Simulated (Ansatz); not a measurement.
Consider the following.

P:
Space group Fm-3m (No. 225); a = b = c = 3.816 Å, α = β = γ = 90.00°

```tsv
atom	site	symmetry	x	y	z
P	4a	m-3m	0.0000	0.0000	0.0000
```
(The calculation used a cell of 1 atom; values per cell refer to that cell.)

This is the LDA-relaxed structure.

Q: All from the program Ansatz at the LDA level (PAW), unless another level is named. Give the electronic character.

A: metallic (no gap).

Q: Next, the density of states at the Fermi level?

A: 0.51 states/eV per atom (mean over ±0.08 eV).

The start of the workflow was typed in or built on a structure type; neither database checked (COD, Materials Project) lists it. It is not the phase usual at ambient conditions (space group No. 64). The LDA relaxation kept the symmetry of its start. At this level the phase is mechanically unstable.

Potentials: the earlier of the program's two PAW sets. The files were generated under PBE; for other functionals the program regenerates the frozen cores, and for LDA and PBEsol the local potential too.
